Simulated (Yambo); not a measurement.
Absorption of KMgH₃ (cubic perovskite, space group Pm-3m, No. 221) with and without the electron-hole interaction (Yambo, PBEsol bands; 8×8×8 mesh, 3 valence and 5 conduction bands, static screening with 33 bands and a 3 Ry block, scissor 2.40 eV, Tamm-Dancoff; field along x).

```tsv
E (eV)	Im ε, BSE	Im ε, independent quasiparticles
5.42	0.78	0.13
5.52	0.95	0.14
5.62	1.18	0.15
5.72	1.50	0.16
5.82	1.99	0.18
5.92	2.76	0.19
6.02	4.08	0.22
6.13	6.57	0.24
6.23	11.8	0.27
6.33	21.7	0.31
6.43	27.5	0.35
6.53	22.5	0.41
6.63	18.5	0.49
6.73	11.9	0.61
6.83	8.06	0.78
6.93	5.82	0.98
7.03	4.82	1.22
7.13	5.00	1.68
7.23	5.23	2.54
7.33	4.40	3.90
7.43	3.55	5.69
7.53	3.01	7.23
7.63	2.61	7.57
7.73	2.28	8.09
7.83	2.13	9.51
7.93	1.96	10.1
8.03	1.80	10.6
8.13	1.73	10.1
8.23	1.83	8.98
8.33	1.91	7.87
8.43	1.72	7.19
8.54	1.72	6.36
8.64	1.74	5.82
8.74	1.52	5.88
8.84	1.44	5.51
8.94	1.28	5.47
9.04	1.38	5.84
9.14	1.43	5.49
9.24	1.36	4.80
9.34	1.25	4.04
9.44	1.18	3.59
9.54	1.31	3.55
9.64	1.18	3.70
9.74	1.14	3.39
9.84	1.10	3.21
9.94	0.94	3.51
10.04	0.95	3.46
10.14	0.92	3.25
10.24	1.05	3.23
10.34	1.15	3.19
10.44	0.96	2.92
10.54	0.88	2.55
10.64	0.70	2.33
10.74	0.62	2.33
10.84	0.64	2.48
10.95	0.54	2.43
11.05	0.52	2.13
```

The scissor comes from a G0W0 run whose convergence isn't established. Broadening 0.15 eV. The band window holds all transitions up to 11.1 eV. Fine structure above the onset can come from the mesh.

The cell is held in this high symmetry; tilts and polar distortions were not searched.

Geometry of the Materials Project entry, not relaxed at this level; primitive cell a = b = c = 3.9881 Å, α = β = γ = 90.00°.
